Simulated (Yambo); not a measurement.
Quantum ESPRESSO input (PBEsol, PseudoDojo standard norm-conserving files, fully relativistic) whose wavefunctions are converted with p2y:

```
&CONTROL
  calculation = 'nscf'
  pseudo_dir = './pseudo'
  outdir = './out'
/
&SYSTEM
  ibrav = 0
  nat = 2
  ntyp = 2
  ecutwfc = 74.0
  ecutrho = 296.0
  occupations = 'fixed'
  force_symmorphic = .true.
  nbnd = 178
  noncolin = .true.
  lspinorb = .true.
/
&ELECTRONS
  conv_thr = 2e-09
  diago_full_acc = .true.
  diago_thr_init = 1e-08
/
ATOMIC_SPECIES
K 39.0983 K.upf
I 126.9045 I.upf
CELL_PARAMETERS angstrom
  0.000000000000   3.502038159000   3.502038159000
  3.502038159000   0.000000000000   3.502038159000
  3.502038159000   3.502038159000   0.000000000000
ATOMIC_POSITIONS crystal
K   0.000000000000   0.000000000000   0.000000000000
I   0.500000000000   0.500000000000   0.500000000000
K_POINTS automatic
2 2 2 0 0 0
```

Yambo's initialisation report on symmetry, reciprocal space, the k grid and the gaps on this mesh:

```
  [02.02] Symmetries
  ==================

  Inversion symmetry    : yes
  Spatial inversion     : yes
  Inversion index       :  25
  K-space Time-reversal : no
  Magnetic symmetries   : no
  Group table correct   : yes
  Symmetries units      :  [cc]

  [02.03] Reciprocal space
  ========================

  nG shells         :   440
  nG charge         :   49805
  nG WFs            :   7302
  nC WFs            :   6231
  G-vecs. in first 44 shells:  [ Number ]
     1    9   15   27   51   59   65   89  113
    137   169   181   229   259   283   307   331   339
    387   411   459   531   537   561   609   645   701
    725   749   821   869   893   941   965  1037  1067
   1139  1211  1243  1291  1363  1411  1459  1471
  ...
  Shell energy in first 44 shells:  [ mHa ]
    0.00000      338.027      450.703      901.406      1239.43      1352.11      1802.81      2140.84      2253.51
    2704.22      3042.24      3605.62      3943.65      4056.33      4507.03      4845.06      4957.73      5408.43
    5746.46      5859.14      6309.84      6647.87      7211.24      7549.27      7661.95      8112.65      8450.68
    8563.35      9014.06      9352.08      9464.76      9915.46      10253.5      10816.9      11154.9      11267.6
    11718.3      12056.3      12169.0      12957.7      13070.4      13521.1      13859.1      14422.5
  ...

  [02.04] K-grid lattice
  ======================

  Compatible Grid is   : 3D
  Base K vectors       :  K_min[ 1 ]  K_min[ 2 ]  K_min[ 3 ]
  K_min[ 1 ] :  0.500000  0.500000  0.500000 [rlu]
  K_min[ 2 ] : -0.500000  0.000000  0.000000 [rlu]
  K_min[ 3 ] :  0.000000 -0.500000  0.000000 [rlu]
  Grid dimensions      :  2  2  2
  K lattice UC volume  :  0.053488 [a.u.]

  IBZ K-points                                      :  3
  BZ  K-points                                      :   8

  K/Q-points units:
  rlu = crystal or reduced units; cc = cartesian coordinates; iku = interal k-units

  K [1]          [rlu]:  0.000000  0.000000  0.000000
         WF components:   6231
  K [2]          [rlu]:  0.000000  0.000000 -0.500000
         WF components:   6230
  K [3]          [rlu]:  0.000000 -0.500000 -0.500000
         WF components:   6218

  [02.05] Energies & Occupations
  ==============================

  [X] === General ===
  [X] Electronic Temperature                        :  0.000000  0.000000 [eV K]
  [X] Bosonic    Temperature                        :  0.000000  0.000000 [eV K]
  [X] Finite Temperature mode                       : no
  [X] El. density                                   :  0.18626E+24 [cm-3]
  [X] Fermi Level                                   :  1.796020 [eV]

  [X] === Gaps and Widths ===
  [X] Conduction Band Min                           :  3.544131 [eV]
  [X] Valence Band Max                              :  0.000000 [eV]
  [X] Filled Bands                                  :  16
  [X] Empty Bands                                   :   17  178
  [X] Direct Gap                                    :  3.544131 [eV]
  [X] Direct Gap localized at k                     :  1
  [X] Indirect Gap                                  :  3.544131 [eV]
  [X] Indirect Gap between kpts                     :  1  1
  [X] Last valence band width                       :  0.419707 [eV]
  [X] 1st conduction band width                     :  1.537248 [eV]
```
The gaps are PBEsol values on this mesh alone; only operations without fractional translations are kept.

Geometry relaxed with PBEsol.
